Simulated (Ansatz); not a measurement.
# Guessed and relaxed cells of Al3Se

The cell of Al3Se is invented: random cell by space group and Wyckoff sites (P6/mmm, No. 191). Its size is a rough estimate.

start.cif

```cif
data_structure
_symmetry_space_group_name_H-M 'P6/mmm'
_symmetry_Int_Tables_number 191
_cell_length_a 3.7723
_cell_length_b 3.7723
_cell_length_c 5.9778
_cell_angle_alpha 90.000
_cell_angle_beta 90.000
_cell_angle_gamma 120.000
_cell_volume 73.67
loop_
_atom_site_label
_atom_site_type_symbol
_atom_site_symmetry_multiplicity
_atom_site_Wyckoff_symbol
_atom_site_fract_x
_atom_site_fract_y
_atom_site_fract_z
_atom_site_occupancy
Al1 Al 3 f 0.50000 0.00000 0.00000 1
Se1 Se 1 b 0.00000 0.00000 0.50000 1
```

The calculation used DFT PBE, scalar-relativistic, plane waves, PAW (Ansatz 0.2.0). Cutoff 420 eV, Gaussian smearing, Γ-centred meshes. Cell and atoms relax first on a coarse mesh and then on a finer one. In between, the cell is made exact in the group found at 0.06 Å. In metals the finer mesh still leaves noise of several meV/atom or more. The steps can't lower the symmetry of their start. No spin polarisation.

end.cif

```cif
data_structure
_symmetry_space_group_name_H-M 'P6/mmm'
_symmetry_Int_Tables_number 191
_cell_length_a 5.3376
_cell_length_b 5.3376
_cell_length_c 3.2840
_cell_angle_alpha 90.000
_cell_angle_beta 90.000
_cell_angle_gamma 120.000
_cell_volume 81.02
loop_
_atom_site_label
_atom_site_type_symbol
_atom_site_symmetry_multiplicity
_atom_site_Wyckoff_symbol
_atom_site_fract_x
_atom_site_fract_y
_atom_site_fract_z
_atom_site_occupancy
Al1 Al 3 f 0.50000 0.00000 0.00000 1
Se1 Se 1 b 0.00000 0.00000 0.50000 1
```

The symmetry stays P6/mmm (No. 191). The volume per atom grows by 10.0 %, from 18.4 to 20.3 Å³. The shortest distance goes from 1.89 Å (Al–Al) to 2.67 Å (Al–Al). The ratio c/a of the conventional cell changes by a factor of 0.39. The energy falls by about 4.5 eV/atom (the start's value is from the coarse mesh).

For Al3Se, the volume per atom is 20.26 Å³ and the density is 3.28 g/cm³. The formation energy is +0.28 eV/atom and the gap on the 12×12×14 mesh of the 4-atom cell is 0 eV (a metal).

Formation energies are uncorrected and refer to the elements' standard structures at the same level. It can't be a ground state, since the elements alone are lower.

The last run used Gaussian smearing of 0.10 eV. An odd number of electrons in the primitive cell allows no gap without spin; a larger cell or a magnetic state could open one. The reference form of Se is held partly by dispersion forces, which this level lacks. A structure relaxed within its symmetry needn't be a true minimum. In all, the 4 runs took 40 s on 1 thread of Intel(R) Xeon(R) 6975P-C (Granite Rapids), with other jobs on the host.
